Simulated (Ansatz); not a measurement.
The relaxed structure here is a generated cell of GaAs: the first start was made by placing the elements on the sites of a structure type, and the end was not matched to a known phase here, so it may be hypothetical. Known forms of GaAs include space group No. 216.

One stationary structure of GaAs. Space group P4₂/mnm (No. 136), AFLOW prototype AB_tP8_136_g_f (as in BeO). These are r2SCAN (plane waves to 500 eV, PAW, scalar-relativistic; Ansatz, a first-principles code) values and carry that method's errors.

```cif
data_As4Ga4
_chemical_formula_sum 'Ga4 As4'
_space_group_name_H-M_alt 'P 1'
_space_group_IT_number 1
_cell_length_a 6.92002
_cell_length_b 6.92160
_cell_length_c 4.00819
_cell_angle_alpha 90.000
_cell_angle_beta 90.000
_cell_angle_gamma 90.000
loop_
_space_group_symop_operation_xyz
  'x, y, z'
loop_
_atom_site_label
_atom_site_type_symbol
_atom_site_fract_x
_atom_site_fract_y
_atom_site_fract_z
_atom_site_occupancy
Ga1 Ga 0.32438 0.32436 0.50000 1
Ga2 Ga 0.82438 0.17564 0.00000 1
Ga3 Ga 0.17562 0.82436 0.00000 1
Ga4 Ga 0.67562 0.67564 0.50000 1
As1 As 0.31718 0.68271 0.50000 1
As2 As 0.81718 0.81729 0.00000 1
As3 As 0.18282 0.18271 0.00000 1
As4 As 0.68282 0.31729 0.50000 1
```

Task: Estimate the band gap that r2SCAN returns for this input.

Result: 1.01 eV (no spin-orbit coupling).

No spin polarisation in the result.

It was reached from a disturbed copy of a P6₃/mmc (No. 194) cell, against which it lies -0.31 eV/atom.
